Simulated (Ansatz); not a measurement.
Data:

BeAg:
```xyz
2
Lattice="2.9313 0.0000 0.0000 0.0000 2.9313 0.0000 0.0000 0.0000 2.9313" Properties=species:S:1:pos:R:3 pbc="T T T"
Be     0.0000     0.0000     0.0000
Ag     1.4656     1.4656     1.4656
```

This is the r²SCAN-relaxed structure.

Question: All from r²SCAN (plane waves, PAW; program Ansatz), unless another level is named. Give the formation energy from the elements (no fitted shifts).

Answer: 0.18 eV/atom.

Question: What about the density of states at the Fermi level?

Answer: 0.23 states/eV per atom (mean over ±0.08 eV).

Space group Pm-3m (CsCl type). The start of the workflow was typed in or built on a structure type; neither database checked (COD, Materials Project) lists it. Whether it is the stable phase at ambient conditions was not checked. Symmetry was held in the r²SCAN relaxation; its stability against distortions is not shown here. The run is not spin-polarised. Its formation energy is positive at this level, so the cell may be metastable or incomplete. The references are the lowest solids computed at this level, not always the standard phases. Spin–orbit coupling is left out wherever it is not named.

Potentials: the later of the program's two PAW sets.
